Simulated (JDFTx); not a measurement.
Reference run:

Au(110) slab cut from bulk Au (space group Fm-3m, indices of the conventional cell, lattice of the Materials Project entry mp-81, not re-optimised): 5 atoms in 5 planes, a 1x1 cell of 12.30 Å² (|a| = 4.171, |b| = 2.950 Å), 5.9 Å between the outermost planes, cell height 21.9 Å, 6×8×1 k mesh, Fermi smearing 0.01 Ha, no spin polarisation.

Reference level: PBE, GBRV ultrasoft potentials, plane waves to 20/100 Ha, in a modified build of JDFTx. Unrelaxed; liquid: linear PCM (GLSSA13), water, 1 M NaF. Potentials refer to SHE, placed 4.44 V below the bulk liquid's zero by convention.

```csv
Fermi smearing width,work function (eV),U_pzc (V),mean C above U_pzc (μF/cm²),k states × plane waves,"cycles, vacuum run","rough core time, vacuum run"
0.02 Ha,___,___,16 over 0.5 V,20 × 7769,21,5 min
0.01 Ha,5.02,0.40,15 over 0.5 V,20 × 7769,19,4 min
0.005 Ha,5.00,0.38,15 over 0.5 V,20 × 7769,19,4 min
0.003 Ha,5.01,0.40,–,20 × 7769,19,4 min
```

**Question.** Complete the blanks.

**Answer.** 
- 0.02 Ha, work function (eV): 5.08
- 0.02 Ha, U_pzc (V): 0.44

The times are rough (shared hosts); only ratios past two mean anything.
